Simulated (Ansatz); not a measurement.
Values for one crystal, relaxed and computed with the program Ansatz at the r²SCAN level (PAW); other levels are named.

- Volume per atom = 16.72 Å³
- Electronic character = metallic (no gap)
- Formation energy from the elements (no fitted shifts) = -0.20 eV/atom
- Density of states at the Fermi level = 0.20 states/eV per atom (mean over ±0.08 eV)

Problem. Which of these materials gives this?
A) Nb3In, A15 (Cr3Si type)
B) LaGa2Ni, Cmmm (Pearson symbol oS16)
C) NbZn3Ga3, R-3m (Nb on 3a, Zn on 9d, Ga on 9e)
D) LaGa6, P4/nbm (La on 2c, Ga on 4g, Ga on 8m)

Solution. C, NbZn3Ga3, R-3m (Nb on 3a, Zn on 9d, Ga on 9e)

The first step of the workflow began from a Materials Project structure, measured or hypothetical; the Crystallography Open Database copy checked does not list it. Its standing as an ambient phase is unchecked. Symmetry was held in the r²SCAN relaxation; whether a distortion lowers the energy is not shown. No spin polarisation was allowed. The references are the lowest solids computed at this level, not always the standard phases. Scalar-relativistic: spin–orbit coupling is off unless named, which matters more the heavier the elements.

Potentials: the earlier of the program's two PAW sets.
